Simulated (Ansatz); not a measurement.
All numbers below come from DFT PBE, scalar-relativistic, plane waves, PAW in Ansatz 0.2.0. All cells share a 420 eV cutoff and Γ-centred k meshes spaced at most about 0.3 Å⁻¹ (about 0.25 or finer for metals, 2π included). Collinear spin in cells that started with moments and kept them past the coarse steps, no spin elsewhere.

Each of these unrelaxed guesses is relaxed in cell and atoms within its symmetry. A guess keeps its type if space group and coordination stay and the shape of the cell changes little (axis ratios within about 15 %, angles within 6°); the volume may change.

1. CaVC4N4 (collinear spin from parallel moments)

Space group P-43m (No. 215). a = 6.116 Å, b = 6.116 Å, c = 6.116 Å, α = 90.00°, β = 90.00°, γ = 90.00°
```csv
atom,site,symmetry,x,y,z
Ca,1b,-43m,0.5000,0.5000,0.5000
V,1a,-43m,0.0000,0.0000,0.0000
C,4e,.3m,0.1810,0.1810,0.1810
N,4e,.3m,0.2914,0.2914,0.2914
```

2. NbTlO2

Space group Amm2 (No. 38). a = 3.747 Å, b = 4.640 Å, c = 6.202 Å, α = 90.00°, β = 90.00°, γ = 90.00°
```json
{"atom": "Nb", "site": "2b", "symmetry": "mm2", "x": "0.5000", "y": "0.5000", "z": "0.1105"}
{"atom": "Tl", "site": "2a", "symmetry": "mm2", "x": "0.0000", "y": "0.5000", "z": "0.5002"}
{"atom": "O", "site": "4e", "symmetry": "m..", "x": "0.5000", "y": "0.3475", "z": "0.8006"}
```

Q: Which guesses survive the relaxation?

A: Guess 1 keeps its type.

| guess | kept | start group | end group | V start (Å³/atom) | V end | b/a and c/a, end over start | nearest neighbours start | nearest neighbours end |
| --- | --- | --- | --- | --- | --- | --- | --- | --- |
| 1 | yes | P-43m | P-43m | 22.9 | 26.9 | 1.00, 1.00 | C 1, Ca 4, N 1, V 4 | C 1, Ca 4, N 1, V 4 |
| 2 | no | Amm2 | P4/mmm | 13.5 | 19.7 | - | Nb 4, O 1, Tl 14 | Nb 4, O 2, Tl 8 |

Neighbours count within 15 % of an atom's shortest distance; end groups are read at 0.02 Å (0.05 Å in metals).

Spin–orbit coupling, which can matter for Tl, is left out. In such compounds of V a zero gap at this level may well be an artefact, since no Hubbard U is applied. A magnetic state wasn't ruled out in cells without spin, among them NbTlO2 P4/mmm. The magnetic state reached may not be the lowest. Cells relaxed within their symmetry can be saddle points; a later kick test found a lower structure for NbTlO2 P4/mmm.
